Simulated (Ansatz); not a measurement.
AlC8:
Space group P6/mmm (No. 191); a = b = 4.9508 Å, c = 5.4104 Å, α = β = 90.00°, γ = 120.00°

```
atom  site  symmetry       x       y       z
----  ----  --------  ------  ------  ------
C       6l       mm2  0.1672  0.3344  0.0000
C       2c      -6m2  0.3333  0.6667  0.0000
Al      1b     6/mmm  0.0000  0.0000  0.5000
```

This is the PBE+D3(BJ)-relaxed structure.

Question: All from PBE+D3(BJ) (plane waves, PAW; program Ansatz), unless another level is named. Predict the electronic character.

Answer: metallic (no gap).

Question: Next, the density of states at the Fermi level?

Answer: 0.29 states/eV per atom (mean over ±0.08 eV).

The cell is a constructed one: a structure type filled with these elements; neither database checked (COD, Materials Project) lists it. Whether it is the stable phase at ambient conditions was not checked. Symmetry was held in the PBE+D3(BJ) relaxation. At this level the phase is dynamically unstable (imaginary phonons).

Potentials: the later of the program's two PAW sets.
